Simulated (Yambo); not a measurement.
G0W0@LDA for CsCdCl3 (cubic perovskite, space group Pm-3m, No. 221) in Yambo. Reference settings: 2×2×2 Γ-centred k mesh, bands 5 to 268 and a 8 Ry block in the screening, 268 bands in G with the Bruneval-Gonze terminator, plasmon pole fitted at 27.2 eV. The LDA gap R → Γ on this mesh is 1.45 eV; G0W0 gaps are taken between the same points.

```json
[
 {"change from the reference": "reference settings", "G0W0 gap R → Γ (eV)": "3.73", "shift of the valence edge (eV)": "-1.21"},
 {"change from the reference": "207 bands in W, 207 bands in G, 5 Ry block", "G0W0 gap R → Γ (eV)": "3.69", "shift of the valence edge (eV)": "-1.05"},
 {"change from the reference": "wavefunctions cut at 20 Ry", "G0W0 gap R → Γ (eV)": "(withheld)", "shift of the valence edge (eV)": "-1.04"},
 {"change from the reference": "wavefunctions cut at 50 Ry", "G0W0 gap R → Γ (eV)": "3.74", "shift of the valence edge (eV)": "-1.20"},
 {"change from the reference": "95 bands in W, 95 bands in G, 3 Ry block", "G0W0 gap R → Γ (eV)": "3.92", "shift of the valence edge (eV)": "-0.89"},
 {"change from the reference": "3 Ry block", "G0W0 gap R → Γ (eV)": "3.62", "shift of the valence edge (eV)": "-0.95"},
 {"change from the reference": "60 bands in W, 60 bands in G", "G0W0 gap R → Γ (eV)": "(withheld)", "shift of the valence edge (eV)": "-0.85"},
 {"change from the reference": "exchange cut at 10 Ry", "G0W0 gap R → Γ (eV)": "3.47", "shift of the valence edge (eV)": "-0.27"}
]
```

Question: Estimate the withheld gaps from the other rows; the computed values follow.

Answer: 
- wavefunctions cut at 20 Ry, G0W0 gap R → Γ (eV): 3.50
- 60 bands in W, 60 bands in G, G0W0 gap R → Γ (eV): 4.16

The reference isn't shown to be the converged limit.

Spin-orbit coupling is not included.

Geometry of the Materials Project entry, not relaxed at this level; primitive cell a = b = c = 5.264 Å, α = β = γ = 90.00°.

A shift is the quasiparticle energy of the state minus its LDA energy.
